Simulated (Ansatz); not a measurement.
# Electron–phonon coupling and T_c of HfC — Ansatz, plane waves and PAW

Space group Fm-3m (No. 225), 2 atoms in the cell of the first input below: a = 3.258 Å, b = 3.258 Å, c = 3.258 Å, α = 60.00°, β = 60.00°, γ = 60.00°.

The cell was built from a prototype of a structure type listed for this compound, relaxed without spin–orbit coupling to zero pressure (pressure 0.1 GPa with this functional, without spin–orbit coupling). Functional: PBEsol.

Input:

```yaml
crystal:
  lattice:
    - [0.0, 2.3035410416, 2.3035410416]
    - [2.3035410416, 0.0, 2.3035410416]
    - [2.3035410416, 2.3035410416, 0.0]
  atoms:
    - { symbol: Hf, position: [0.5, 0.5, 0.5] }
    - { symbol: C, position: [0.0, 0.0, 0.0] }
basis:
  ecutwfc: 420
  ecutrho_ratio: 4
kpoints:
  mp_grid: { grid: [12, 12, 12] }
hamiltonian:
  xc: pbesol
scf:
  occupations: { method: methfessel_paxton, width: 0.2 }
output: {}
phonons:
  supercell: [2, 2, 2]
  qpath:
    path:
      - [[0.0, 0.0, 0.0], [0.5, 0.0, 0.5], [0.625, 0.25, 0.625]]
      - [[0.375, 0.375, 0.75], [0.0, 0.0, 0.0], [0.5, 0.5, 0.5], [0.5, 0.25, 0.75], [0.5, 0.0, 0.5]]
    npoints: 6
  electrical_resistivity: { mesh: [24, 24, 24], temperatures: [50, 100, 200, 300, 500] }
  superconductivity: { mesh: [24, 24, 24], eliashberg_equations: false }
```

```bash
ansatz run input.yaml --threads 8 --pin off --max-ram 15360MiB --backend cpu --events-out ev --progress --plain --runs-dir out
```

Time: 47 s on 8 threads of Intel(R) Xeon(R) Platinum 8259CL CPU @ 2.50GHz (Skylake/Cascade Lake), on a shared host, peak memory 2 GiB.

On the finest mesh λ = 0.1851, ω_log = 39.049 meV, N(E_F) = 0.145 states per eV, spin and cell. λ by mesh: 24×24×24 0.185, 12×12×12 0.171, 6×6×6 0.206.

**Question.** What T_c does McMillan's formula in the Allen–Dynes form give for μ* = 0.10?

**Answer.** T_c = (ω_log/1.2) exp[−1.04(1+λ)/(λ − μ*(1+0.62λ))] = (453.14 K/1.2) × exp(−1.2325/0.0736) = a value under 10^-4 K, that is no superconductivity at this level.

Caveats: no spin-orbit coupling, which matters for these elements; small supercell, couplings not converged in it.
